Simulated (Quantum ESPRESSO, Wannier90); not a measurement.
**Wannierisation of ZrO$_{2}$ (P4₂/nmc)**

Structure: Materials Project mp-2574, symmetrised, not relaxed again. COD (Crystallography Open Database) has the formula in 4 space groups, this one among them (matched by group alone). Computed values, not measurements, from PBE: Quantum ESPRESSO (norm-conserving PseudoDojo potentials, cutoff 68 Ry, no spin polarisation, no spin-orbit coupling) on a Γ-centred 8×8×6 mesh, then Wannier90. Density: 8×8×6 mesh, cold smearing 0.01 Ry.

On the energy scale of pw.x, whose zero is arbitrary, the valence-band maximum lies at 11.16 eV.

Input w.win:

```
num_bands = 38
num_wann = 22
exclude_bands = 1-12
num_iter = 400
conv_tol = 1.0e-6
conv_window = 4
dis_num_iter = 600
dis_conv_tol = 1.0e-6
dis_froz_max = 16.73
dis_mix_ratio = 1.0
write_hr = true
write_u_matrices = true
begin projections
f=-0.00006,0.00837,0.00764: d
f=0.49756,0.48633,0.50018: d
f=0.01264,0.50521,0.30010: p
f=-0.00603,0.50794,-0.19156: p
f=0.50624,-0.01108,0.19438: p
f=0.49893,0.00611,-0.29321: p
end projections
begin unit_cell_cart
ang
    3.6001700000    0.0000000000    0.0000000000
    0.0000000000    3.6001700000    0.0000000000
    0.0000000000    0.0000000000    5.2251600000
end unit_cell_cart
begin atoms_frac
Zr   0.0000000000  0.0000000000  0.0000000000
Zr   0.5000000000  0.5000000000  0.5000000000
O    0.0000000000  0.5000000000  0.3017700000
O    0.0000000000  0.5000000000 -0.1982300000
O    0.5000000000  0.0000000000  0.1982300000
O    0.5000000000  0.0000000000 -0.3017700000
end atoms_frac
mp_grid = 8 8 6
begin kpoints
0.0000000000 0.0000000000 0.0000000000
0.0000000000 0.0000000000 0.1666666667
0.0000000000 0.0000000000 0.3333333333
... (381 more lines: the 8x8x6 mesh through Gamma)
end kpoints
```

Input of pw2wannier90.x that gives the overlap and projection files (equivalent; here they were cut from one run over all bands):

```
&inputpp
  outdir = './out'
  prefix = 'pwscf'
  seedname = 'w'
  write_amn = .true.
  write_mmn = .true.
/
```

Output w.wout (banner and timings cut):

```
                                    ------
                                    SYSTEM
                                    ------

                              Lattice Vectors (Ang)
                    a_1     3.600170   0.000000   0.000000
                    a_2     0.000000   3.600170   0.000000
                    a_3     0.000000   0.000000   5.225160

                   Unit Cell Volume:      67.72447  (Ang^3)

                        Reciprocal-Space Vectors (Ang^-1)
                    b_1     1.745247   0.000000   0.000000
                    b_2     0.000000   1.745247   0.000000
                    b_3     0.000000   0.000000   1.202487

 *----------------------------------------------------------------------------*
 |   Site       Fractional Coordinate          Cartesian Coordinate (Ang)     |
 +----------------------------------------------------------------------------+
 | zr   1   0.00000   0.00000   0.00000   |    0.00000   0.00000   0.00000    |
 | zr   2   0.50000   0.50000   0.50000   |    1.80008   1.80008   2.61258    |
 | o    1   0.00000   0.50000   0.30177   |    0.00000   1.80008   1.57680    |
 | o    2   0.00000   0.50000  -0.19823   |    0.00000   1.80008  -1.03578    |
 | o    3   0.50000   0.00000   0.19823   |    1.80008   0.00000   1.03578    |
 | o    4   0.50000   0.00000  -0.30177   |    1.80008   0.00000  -1.57680    |
 *----------------------------------------------------------------------------*
                                ------------
                                K-POINT GRID
                                ------------

             Grid size =  8 x  8 x  6      Total points =  384

 *---------------------------------- MAIN ------------------------------------*
 |  Number of Wannier Functions               :                22             |
 |  Number of Objective Wannier Functions     :                22             |
 |  Number of input Bloch states              :                38             |
 |  Output verbosity (1=low, 5=high)          :                 1             |
 |  Timing Level (1=low, 5=high)              :                 1             |
 |  Optimisation (0=memory, 3=speed)          :                 3             |
 |  Length Unit                               :               Ang             |
 |  Post-processing setup (write *.nnkp)      :                 F             |
 |  Using Gamma-only branch of algorithms     :                 F             |
 *----------------------------------------------------------------------------*
 *------------------------------- WANNIERISE ---------------------------------*
 |  Total number of iterations                :               400             |
 |  Number of CG steps before reset           :                 5             |
 |  Trial step length for line search         :             2.000             |
 |  Convergence tolerence                     :         0.100E-05             |
 |  Convergence window                        :                 4             |
 |  Iterations between writing output         :                 1             |
 |  Iterations between backing up to disk     :               100             |
 |  Write r^2_nm to file                      :                 F             |
 |  Write xyz WF centres to file              :                 F             |
 |  Write on-site energies <0n|H|0n> to file  :                 F             |
 |  Use guiding centre to control phases      :                 F             |
 |  Use phases for initial projections        :                 F             |
 *----------------------------------------------------------------------------*
 *------------------------------- DISENTANGLE --------------------------------*
 |  Using band disentanglement                :                 T             |
 |  Total number of iterations                :               600             |
 |  Mixing ratio                              :             1.000             |
 |  Convergence tolerence                     :         1.000E-06             |
 |  Convergence window                        :                 3             |
 *----------------------------------------------------------------------------*
 *-------------------------------- PLOTTING ----------------------------------*
 |  Plotting Hamiltonian in WF basis          :                 T             |
 *----------------------------------------------------------------------------*

       ... (k-mesh section left out)

 Starting a new Wannier90 calculation ...

 Reading overlaps from w.mmn

 Reading projections from w.amn

 *------------------------------- DISENTANGLE --------------------------------*
 +----------------------------------------------------------------------------+
 |                              Energy  Windows                               |
 |                              ---------------                               |
 |                   Outer:    6.01919  to   37.00911  (eV)                   |
 |                   Inner:    6.01919  to   16.73000  (eV)                   |
 +----------------------------------------------------------------------------+
   Number of target bands to extract:   22

                   Unitarised projection of Wannier functions
                   ------------------------------------------
   A_mn = <psi_m|g_n> --> S = A.A^+ --> U = S^-1/2.A
   In dis_project... done
   Using an inner window (linner = T)
   In dis_proj_froz... done

                   Extraction of optimally-connected subspace
                   ------------------------------------------
 +---------------------------------------------------------------------+<-- DIS
 |  Iter     Omega_I(i-1)      Omega_I(i)      Delta (frac.)           |<-- DIS
 +---------------------------------------------------------------------+<-- DIS
       1      22.16620296      21.80270475       1.667E-02    <-- DIS
       2      21.74601583      21.61692291       5.972E-03    <-- DIS
       3      21.58748632      21.51421144       3.406E-03    <-- DIS
       4      21.49567689      21.44768098       2.238E-03    <-- DIS
       5      21.43496462      21.40128028       1.574E-03    <-- DIS
       6      21.39209698      21.36739968       1.156E-03    <-- DIS
       ... (lines left out)
     101      21.21475774      21.21473466       1.088E-06    <-- DIS
       ... (lines left out)
     104      21.21466863      21.21464772       9.856E-07    <-- DIS
     105      21.21464083      21.21462059       9.538E-07    <-- DIS
     106      21.21461392      21.21459433       9.232E-07    <-- DIS

             <<<      Delta < 1.000E-06  over  3 iterations     >>>
             <<< Disentanglement convergence criteria satisfied >>>

        Final Omega_I    21.21459433 (Ang^2)

 +----------------------------------------------------------------------------+

 Writing checkpoint file w.chk... done

 *------------------------------- WANNIERISE ---------------------------------*
 +--------------------------------------------------------------------+<-- CONV
 | Iter  Delta Spread     RMS Gradient      Spread (Ang^2)            |<-- CONV
 +--------------------------------------------------------------------+<-- CONV

 ------------------------------------------------------------------------------
 Initial State
  WF centre and spread    1  ( -0.000043, -0.000574,  0.000386 )     1.56911222
  WF centre and spread    2  (  0.000561,  0.000107, -0.048214 )     1.12419068
  WF centre and spread    3  ( -0.000075,  0.001404,  0.049306 )     1.12122865
  WF centre and spread    4  (  0.000192, -0.000015, -0.000410 )     1.10885652
  WF centre and spread    5  (  0.000176,  0.001424, -0.001064 )     1.50717807
  WF centre and spread    6  (  1.800009,  1.800564,  2.612173 )     1.56658956
  WF centre and spread    7  (  1.800191,  1.799780,  2.661437 )     1.11927350
  WF centre and spread    8  (  1.799945,  1.798414,  2.563689 )     1.12004751
  WF centre and spread    9  (  1.800476,  1.799731,  2.612326 )     1.10502194
  WF centre and spread   10  (  1.799880,  1.798212,  2.612000 )     1.49944997
  WF centre and spread   11  (  0.000608,  1.800746,  1.562477 )     0.73588373
  WF centre and spread   12  (  0.000762,  1.800648,  1.580549 )     0.73288109
  WF centre and spread   13  (  0.000146,  1.800930,  1.574027 )     0.73845208
  WF centre and spread   14  ( -0.000564,  1.800883, -1.049794 )     0.73455542
  WF centre and spread   15  ( -0.000872,  1.800531, -1.037547 )     0.73626705
  WF centre and spread   16  ( -0.000303,  1.800415, -1.031652 )     0.72894845
  WF centre and spread   17  (  1.800387, -0.001189,  1.050360 )     0.73622618
  WF centre and spread   18  (  1.800201, -0.000758,  1.031331 )     0.73463712
  WF centre and spread   19  (  1.800044, -0.001998,  1.038495 )     0.73833556
  WF centre and spread   20  (  1.799948,  0.000453, -1.561788 )     0.73576266
  WF centre and spread   21  (  1.799871, -0.000009, -1.573236 )     0.73604162
  WF centre and spread   22  (  1.800076,  0.001337, -1.579668 )     0.73252899
  Sum of centres and spreads ( 19.801617, 19.801036, 13.065184 )    21.66146857

      0     0.217E+02     0.0000000000       21.6614685466  <-- CONV
        O_D=      0.0213272 O_OD=      0.4255471 O_TOT=     21.6614685 <-- SPRD
 ------------------------------------------------------------------------------
      1    -0.459E-01     0.0997412396       21.6156120985  <-- CONV
        O_D=      0.0210997 O_OD=      0.3799181 O_TOT=     21.6156121 <-- SPRD
      2    -0.136E-01     0.0931941960       21.6020025338  <-- CONV
        O_D=      0.0210061 O_OD=      0.3664021 O_TOT=     21.6020025 <-- SPRD
      3    -0.948E-02     0.0875338836       21.5925198543  <-- CONV
        O_D=      0.0209092 O_OD=      0.3570163 O_TOT=     21.5925199 <-- SPRD
      4    -0.653E-02     0.0707255284       21.5859941291  <-- CONV
        O_D=      0.0208184 O_OD=      0.3505814 O_TOT=     21.5859941 <-- SPRD
      5    -0.496E-02     0.0626874150       21.5810363606  <-- CONV
        O_D=      0.0207637 O_OD=      0.3456784 O_TOT=     21.5810364 <-- SPRD
       ... (lines left out)
     30    -0.519E-06     0.0007036631       21.5726429378  <-- CONV
        O_D=      0.0206555 O_OD=      0.3373931 O_TOT=     21.5726429 <-- SPRD
     31    -0.361E-06     0.0006877436       21.5726425765  <-- CONV
        O_D=      0.0206555 O_OD=      0.3373928 O_TOT=     21.5726426 <-- SPRD
     32    -0.359E-06     0.0005127412       21.5726422171  <-- CONV
        O_D=      0.0206554 O_OD=      0.3373925 O_TOT=     21.5726422 <-- SPRD
             <<<     Delta < 1.000E-06  over  4 iterations     >>>
             <<< Wannierisation convergence criteria satisfied >>>
 Final State
  WF centre and spread    1  ( -0.000000, -0.000010, -0.000038 )     1.55532898
  WF centre and spread    2  (  0.000102,  0.000234, -0.049159 )     1.11813450
  WF centre and spread    3  ( -0.000012,  0.001119,  0.050096 )     1.11850972
  WF centre and spread    4  ( -0.000018, -0.000160,  0.000417 )     1.10331978
  WF centre and spread    5  (  0.000007,  0.000171, -0.000017 )     1.49289856
  WF centre and spread    6  (  1.800064,  1.800090,  2.612521 )     1.55495100
  WF centre and spread    7  (  1.799834,  1.799771,  2.662503 )     1.11850255
  WF centre and spread    8  (  1.800050,  1.798691,  2.562891 )     1.11836030
  WF centre and spread    9  (  1.800191,  1.800258,  2.612487 )     1.10380012
  WF centre and spread   10  (  1.800052,  1.799907,  2.612554 )     1.49295268
  WF centre and spread   11  (  0.000066,  1.800238,  1.562035 )     0.73366320
  WF centre and spread   12  (  0.000342,  1.800297,  1.581765 )     0.72588624
  WF centre and spread   13  ( -0.000004,  1.800512,  1.573435 )     0.73923989
  WF centre and spread   14  ( -0.000088,  1.800081, -1.050712 )     0.73365024
  WF centre and spread   15  ( -0.000112,  1.800182, -1.039170 )     0.73951375
  WF centre and spread   16  (  0.000004,  1.800213, -1.030888 )     0.72525518
  WF centre and spread   17  (  1.800117, -0.000233,  1.050540 )     0.73423054
  WF centre and spread   18  (  1.800242, -0.000147,  1.030825 )     0.72585715
  WF centre and spread   19  (  1.800100, -0.000519,  1.039226 )     0.73919583
  WF centre and spread   20  (  1.800104,  0.000090, -1.561711 )     0.73405854
  WF centre and spread   21  (  1.800133, -0.000088, -1.573228 )     0.73963962
  WF centre and spread   22  (  1.800153,  0.000276, -1.581671 )     0.72569386
  Sum of centres and spreads ( 19.801326, 19.800976, 13.064700 )    21.57264224

         Spreads (Ang^2)       Omega I      =    21.214594334
        ================       Omega D      =     0.020655404
                               Omega OD     =     0.337392479
    Final Spread (Ang^2)       Omega Total  =    21.572642217
```
